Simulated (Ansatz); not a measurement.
Re2C:
```cif
data_C2Re4
_chemical_formula_sum 'Re4 C2'
_space_group_name_H-M_alt 'P63/mmc'
_space_group_IT_number 194
_space_group_name_Hall '-P 6c 2c'
_cell_length_a 2.82072
_cell_length_b 2.82072
_cell_length_c 9.77833
_cell_angle_alpha 90.000
_cell_angle_beta 90.000
_cell_angle_gamma 120.000
loop_
_atom_site_label
_atom_site_type_symbol
_atom_site_symmetry_multiplicity
_atom_site_Wyckoff_symbol
_atom_site_fract_x
_atom_site_fract_y
_atom_site_fract_z
_atom_site_occupancy
Re1 Re 4 f 0.66667 0.33333 0.10842 1
C1 C 2 c 0.33333 0.66667 0.25000 1
```

This is the LDA-relaxed structure.

Problem. All from the program Ansatz at the LDA level (PAW), unless another level is named. Predict the electronic character.

Solution. metallic (no gap).

Problem. Predict the density of states at the Fermi level.

Solution. 0.25 states/eV per atom (mean over ±0.08 eV).

Problem. Next, the formation energy from the elements (no fitted shifts)?

Solution. -0.12 eV/atom.

Space group P6_3/mmc. The first step of the workflow began from a Materials Project structure, measured or hypothetical; the Crystallography Open Database copy checked does not list it. Whether it is the stable phase at ambient conditions was not checked. The cell was relaxed with LDA under the symmetry of its start; whether a distortion lowers the energy is not shown. The run is not spin-polarised. The references are the lowest solids computed at this level, not always the standard phases. Spin–orbit coupling is left out wherever it is not named.

Potentials: the later of the program's two PAW sets.
